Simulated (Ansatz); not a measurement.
BN:
```xyz
4
Lattice="2.4970 0.0000 0.0000 -1.2485 2.1625 0.0000 0.0000 0.0000 6.6618" Properties=species:S:1:pos:R:3 pbc="T T T"
B      0.0000     0.0000     4.9964
B      0.0000     0.0000     1.6655
N      1.2485     0.7208     1.6655
N      0.0000     1.4417     4.9964
```

Relaxed with r²SCAN+D4. Independent-particle spectrum: no excitons, no local fields, no scissors shift; 0.1 eV broadening; ε₁ of the summed bands alone.

Q: Tabulate the dielectric function from r²SCAN+D4 in the plane-wave PAW code Ansatz.

A: 

```tsv
E (eV)	ε₁ xx	ε₂ xx	ε₁ zz	ε₂ zz
0.0	4.42	0.00	2.63	0.00
0.5	4.43	0.00	2.64	0.00
1.0	4.48	0.00	2.65	0.00
1.5	4.56	0.00	2.67	0.00
2.0	4.69	0.00	2.69	0.00
2.5	4.88	0.00	2.73	0.00
3.0	5.16	0.00	2.77	0.00
3.5	5.60	0.00	2.83	0.00
4.0	6.48	0.00	2.92	0.00
4.5	7.66	1.72	3.05	0.01
5.0	7.62	2.96	3.25	0.06
5.5	8.04	4.71	3.53	0.26
6.0	4.70	9.02	3.41	0.85
6.5	2.22	6.95	3.10	0.86
7.0	0.29	6.35	2.97	0.72
7.5	-0.97	3.57	3.06	0.52
8.0	-0.27	2.28	3.31	0.43
8.5	0.29	1.60	3.65	0.40
9.0	0.76	1.19	4.17	0.40
9.5	1.17	0.94	5.15	0.47
10.0	1.54	0.78	8.14	2.66
10.5	1.87	0.68	3.67	8.26
11.0	2.25	0.60	1.14	4.60
11.5	2.58	0.69	0.92	3.95
12.0	2.81	0.62	0.59	2.89
```

Q: From ε at 4.5 eV (xx: 7.66 + 1.72i), find n, k, the normal reflectivity and the absorption coefficient.

A: n = 2.78, k = 0.309, R = 23 %, α = 2kE/ħc = 140000 cm⁻¹.

With all bands, ε∞ without local fields is 4.49 (xx = yy), 2.85 (zz). DFPT, with local fields, gives 4.51 (xx = yy), 2.58 (zz).

Space group P6_3/mmc. The first step of the workflow began from a Materials Project structure, measured or hypothetical. Its sites differ from those of the usual phase in this space group: another stacking or structure type. Symmetry was held in the r²SCAN+D4 relaxation; phonons on a q-mesh show no instability.

Potentials: the earlier of the program's two PAW sets.
